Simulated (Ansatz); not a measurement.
An Ansatz (an electronic-structure program) run. Input:

Ansatz 0.2 input:
```yaml
crystal:
  lattice:
    - [4.0915763195, 0.0, 0.0]
    - [0.0, 4.0915763195, 0.0]
    - [0.0, 0.0, 4.0915763195]
  atoms:
    - { symbol: Ba, position: [0.0, 0.0, 0.0] }
    - { symbol: Ta, position: [0.5, 0.5, 0.5] }
    - { symbol: O, position: [0.0, 0.5, 0.5] }
    - { symbol: O, position: [0.5, 0.0, 0.5] }
    - { symbol: O, position: [0.5, 0.5, 0.0] }
kpoints:
  mp_grid: { grid: [7, 7, 7] }
  band_path:
    path:
      - [[0.0, 0.0, 0.0], [0.0, 0.5, 0.0], [0.5, 0.5, 0.0], [0.0, 0.0, 0.0], [0.5, 0.5, 0.5], [0.0, 0.5, 0.0]]  # Γ-X-M-Γ-R-X
      - [[0.5, 0.5, 0.5], [0.5, 0.5, 0.0]]  # R-M
    npoints: 12
hamiltonian:
  xc: r2scan
  pseudopotentials: { kind: paw }
magnetization: { noncollinear: true, spin_orbit: true }
scf:
  n_extra_bands: 13
  convergence: { dr2_threshold: 0.0000000001 }
  occupations: { method: gaussian, width: 0.05 }
output: { eigenvalues: true }
```

Output (shortened):

```
Pseudopotential: Ba, paw_fr, valence charge 10
Pseudopotential: Ta, paw_fr, valence charge 13
Pseudopotential: O, paw_fr, valence charge 6
Functional definition: r2SCAN
non-collinear run that drives no moment, with spin-orbit …
Crystal: 5 atoms, lattice volume = 68.497 Å³
Basis set: ecut = 500 eV, 1743 PW (Γ), exchange–correlation on 120×120×120 points (64 copies of the dense FFT grid, shifted against one another)
Bands: 54, of which v1, the nominal top of the filled ones, is band 41 counted from 1 (40 counted from 0)
Symmetry: 48 space group operations + 48 with time reversal
k-points: 20 of 343
Projection manifold: j_resolved (fully-relativistic pseudo-atomic orbitals)
SCF iter   1: F=—  HF=-17584.763319 eV  |F-HF|=—  |Δ(HF+E_count)|=         —  Δρ=4.99e-2  dr2=1.32e0  dr2_τ=3.52e-2  dr2_m=0.00e0 (ungated)  ethr=3.10e-3  |M|=0.00e0 ∫|m|=0.00e0 μB  |m|>n=0.0e0 m-floor=0.0e0 τ_xc=0.0e0  β_m=0.30  ⟨swp⟩=9.1  Hψ=3180  notcnv=0  defer=2
preconditioner: auto → Resta (q_TF=auto, 2.505 Å⁻¹)
spin=Noncollinear: Resta preconditioning applied to the charge; magnetization (m_x, m_y, m_z) channels mix plain (no charge-response kernel on spin).
SCF iter   2: F=—  HF=-17584.991046 eV  |F-HF|=—  |Δ(HF+E_count)|=   2.28e-1  Δρ=3.31e-2  dr2=6.39e-1  dr2_τ=8.70e-3  dr2_m=0.00e0 (ungated)  ethr=3.10e-3  |M|=0.00e0 ∫|m|=0.00e0 μB  |m|>n=0.0e0 m-floor=0.0e0 τ_xc=0.0e0  β_m=0.59  ⟨swp⟩=2.0  Hψ=695  notcnv=0  defer=132
preconditioner: auto → Kerker (q_TF=auto, 2.505 Å⁻¹)
spin=Noncollinear: Kerker preconditioning applied to the charge; magnetization (m_x, m_y, m_z) channels mix plain (no charge-response kernel on spin).
SCF iter   3: F=—  HF=-17585.055644 eV  |F-HF|=—  |Δ(HF+E_count)|=   6.46e-2  Δρ=1.32e-2  dr2=9.08e-2  dr2_τ=6.32e-3  dr2_m=0.00e0 (ungated)  ethr=1.56e-3  |M|=0.00e0 ∫|m|=0.00e0 μB  |m|>n=0.0e0 m-floor=0.0e0 τ_xc=0.0e0  β_m=0.60  ⟨swp⟩=2.9  Hψ=881  notcnv=0  defer=134
SCF iter   4: F=—  HF=-17585.051849 eV  |F-HF|=—  |Δ(HF+E_count)|=   3.80e-3  Δρ=2.74e-3  dr2=4.31e-3  dr2_τ=1.19e-4  dr2_m=0.00e0 (ungated)  ethr=2.21e-4  |M|=0.00e0 ∫|m|=0.00e0 μB  |m|>n=0.0e0 m-floor=0.0e0 τ_xc=0.0e0  β_m=0.80  ⟨swp⟩=2.7  Hψ=925  notcnv=0  defer=138
SCF iter   5: F=—  HF=-17585.053428 eV  |F-HF|=—  |Δ(HF+E_count)|=   1.58e-3  Δρ=8.73e-4  dr2=3.02e-4  dr2_τ=1.14e-5  dr2_m=0.00e0 (ungated)  ethr=1.05e-5  |M|=0.00e0 ∫|m|=0.00e0 μB  |m|>n=0.0e0 m-floor=0.0e0 τ_xc=0.0e0  β_m=0.90  ⟨swp⟩=2.0  Hψ=835  notcnv=0  defer=138
SCF iter   6: F=—  HF=-17585.053583 eV  |F-HF|=—  |Δ(HF+E_count)|=   1.55e-4  Δρ=1.15e-4  dr2=5.61e-6  dr2_τ=1.26e-7  dr2_m=0.00e0 (ungated)  ethr=7.37e-7  |M|=0.00e0 ∫|m|=0.00e0 μB  |m|>n=0.0e0 m-floor=0.0e0 τ_xc=0.0e0  β_m=0.95  ⟨swp⟩=2.0  Hψ=791  notcnv=0  defer=138
SCF iter   7: F=—  HF=-17585.053590 eV  |F-HF|=—  |Δ(HF+E_count)|=   7.31e-6  Δρ=1.42e-5  dr2=1.27e-7  dr2_τ=5.34e-9  dr2_m=0.00e0 (ungated)  ethr=1.37e-8  |M|=0.00e0 ∫|m|=0.00e0 μB  |m|>n=0.0e0 m-floor=0.0e0 τ_xc=0.0e0  β_m=0.97  ⟨swp⟩=2.0  Hψ=885  notcnv=0  defer=138
SCF iter   8: F=—  HF=-17585.053588 eV  |F-HF|=—  |Δ(HF+E_count)|=   1.96e-6  Δρ=3.90e-6  dr2=1.42e-8  dr2_τ=1.25e-10  dr2_m=0.00e0 (ungated)  ethr=3.09e-10  |M|=0.00e0 ∫|m|=0.00e0 μB  |m|>n=0.0e0 m-floor=0.0e0 τ_xc=0.0e0  β_m=0.99  ⟨swp⟩=2.0  Hψ=838  notcnv=0  defer=138
SCF iter  10: F=-17585.053588 eV  HF=-17585.053588 eV  |F-HF|=1.46e-11  |Δ(HF+E_count)|=  1.16e-10  Δρ=2.02e-7  dr2=2.62e-11  dr2_τ=4.58e-13  dr2_m=0.00e0 (ungated)  ethr=1.00e-12  |M|=0.00e0 ∫|m|=0.00e0 μB  |m|>n=0.0e0 m-floor=0.0e0 τ_xc=0.0e0  ⟨swp⟩=10.8  Hψ=2573  notcnv=0
SCF 1 converged in 10 iterations: F = -17585.053588 eV  dr2 = 2.62e-11
NSCF: frozen V_eff on 74 k-points
SCF converged after 10 iterations
Magnetization: |M| = 0.0000 μB,  M = (+0.0000, +0.0000, +0.0000) μB
Absolute magnetization: 0.0000 μB (∫|m|)
  site 0: m = (+0.0000, +0.0000, +0.0000) μB, |m| = 0.0000 μB  (R = 1.19 Å)
  site 1: m = (+0.0000, +0.0000, +0.0000) μB, |m| = 0.0000 μB  (R = 0.84 Å)
  site 2: m = (+0.0000, +0.0000, +0.0000) μB, |m| = 0.0000 μB  (R = 0.84 Å)
  site 3: m = (+0.0000, +0.0000, +0.0000) μB, |m| = 0.0000 μB  (R = 0.84 Å)
  site 4: m = (+0.0000, +0.0000, +0.0000) μB, |m| = 0.0000 μB  (R = 0.84 Å)
Free energy (F): -17585.053588 eV
Harris-Foulkes:  -17585.053588 eV  (|F-HF|=1.46e-11)
Internal energy: -17585.051157 eV  (E = F + TS)
E sigma→0 (E₀):  -17585.052373 eV
Entropy (-TS):   -0.002431 eV (-0.486 meV/atom)
Fermi energy:    14.895666 eV
--- Per-component energies (eV) ---
  E_band       = -156.833557
  E_kinetic    = 1068.892388
  E_local      = -1972.983824  (includes V_loc(G=0)·N_el)
  E_nonlocal   = 208.856618
  E_hartree    = 728.167527
  E_xc         = -584.661065
  E_vxc        = -690.017603  (∫ρ·V_xc dr)
  E_paw        = -14113.940731  (= ΣΔE_a)
  E_vpaw       = -266.327813  (= ΣTr[D̂ρ^β])
  E_aug_tail   = 0.003167  (compensation charges beyond the density's cutoff)
  E_vtau       = 38.408490  (kinetic-family band-sum trace: ∫τ·v_τ [+ j·A + Jᵃ·Aᵃ] dr)
  E_ewald      = -2918.576184
  E_core_change = -0.809052  (= ΣΔE_core)
  E_smearing   = -0.002431  (= −TS)
  E_closure    = 0.000000  (closes the sum)
  Σ components = -17585.053588   (vs F -17585.053588, Δ=0.00e0)
  [band-id]    e_kinetic+e_local+e_nonlocal+2·e_hartree+e_vxc+e_vpaw+e_augmentation_tail+e_vtau = -156.833524   (vs E_band -156.833557, Δ=3.28e-5)
--- Band table (eV; the first three rows and the last of 20) ---
  k-point 0: bands = ["-56.8534", "-56.8534", "-29.1122", "-29.1122", "-20.5173", "-20.5173", "-20.5173", "-20.5173", "-14.7815", "-14.7815", "-7.3759", "-7.3759", "-6.8702", "-6.8702", "-6.8702", "-6.8702", "-0.9366", "-0.9366", "0.9988", "0.9988", "0.9988", …
  k-point 1: bands = ["-56.8534", "-56.8534", "-29.1140", "-29.1140", "-20.5356", "-20.5356", "-20.5165", "-20.5165", "-14.7613", "-14.7613", "-7.3691", "-7.3691", "-6.8658", "-6.8658", "-6.7802", "-6.7802", "-0.9073", "-0.9073", "1.0216", "1.0216", "1.0385", …
  k-point 2: bands = ["-56.8532", "-56.8532", "-29.1180", "-29.1180", "-20.5759", "-20.5759", "-20.5145", "-20.5145", "-14.7156", "-14.7156", "-7.4380", "-7.4380", "-6.8557", "-6.8557", "-6.4694", "-6.4694", "-0.8425", "-0.8425", "1.0740", "1.0740", "1.1294", …
  k-point 19: bands = ["-56.8523", "-56.8523", "-29.1386", "-29.1386", "-20.6407", "-20.6407", "-20.6405", "-20.6405", "-14.5737", "-14.5737", "-6.4875", "-6.4875", "-6.1093", "-6.1093", "-6.0668", "-6.0668", "-1.3464", "-1.3464", "0.3408", "0.3408", …
```

Cost: around 80 core-seconds (rough) on shared cores.

Space group Pm-3m (cubic perovskite). The first step of the workflow began from a Materials Project structure, measured or hypothetical; the Crystallography Open Database copy checked does not list it. Whether it is the stable phase at ambient conditions was not checked. The r²SCAN relaxation kept the symmetry of its start; whether a distortion lowers the energy is not shown. No spin polarisation was allowed.

Potentials: the later of the program's two PAW sets.

Ansatz is a plane-wave DFT program.
